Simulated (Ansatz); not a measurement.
A geometry of Cu away from equilibrium: step 2 of the relaxation of a relaxed Cu cell, doubled along one cell vector, shaken by Gaussian noise of σ = 0.08 Å a coordinate. Level of theory: r2SCAN (plane waves to 500 eV, PAW, scalar-relativistic; Ansatz, an electronic-structure program). Γ-centred k-mesh 8×15×8 on the run's cell (coarser than for final values), Fermi–Dirac smearing 0.05 eV.

```xyz
4
Lattice="5.0348 0.0021 0.0092 -1.2578 2.1813 0.0004 0.0076 0.0051 4.1570" Properties=species:S:1:pos:R:3 pbc="T T T"
Cu    -0.1265     1.4736     1.1626
Cu     2.4485     1.5362     1.0050
Cu     1.1846     0.6846     3.1827
Cu     3.7748     0.7216     3.1485
```

Task: Predict the force on each atom, in eV/Å.

Result: 
| atom | Fx | Fy | Fz |
|---|---|---|---|
| Cu1 | 0.59 | 0.29 | -0.60 |
| Cu2 | -0.39 | -0.46 | 0.48 |
| Cu3 | 0.45 | 0.37 | 0.12 |
| Cu4 | -0.65 | -0.20 | 0.00 |

Task: What is the pressure?

Result: +1.9 GPa, compression positive.

Task: How far above the relaxed end point is this geometry?

Result: 0.03 eV/atom; the path ends in P6₃/mmc (No. 194) (hcp (Mg type)).

No spin polarisation in the result.

The end of the path is a generated cell of Cu: the first start was made by placing the elements on the sites of a structure type, and the end was not matched to a known phase here, so it may be hypothetical. Known forms of Cu include space group No. 225.
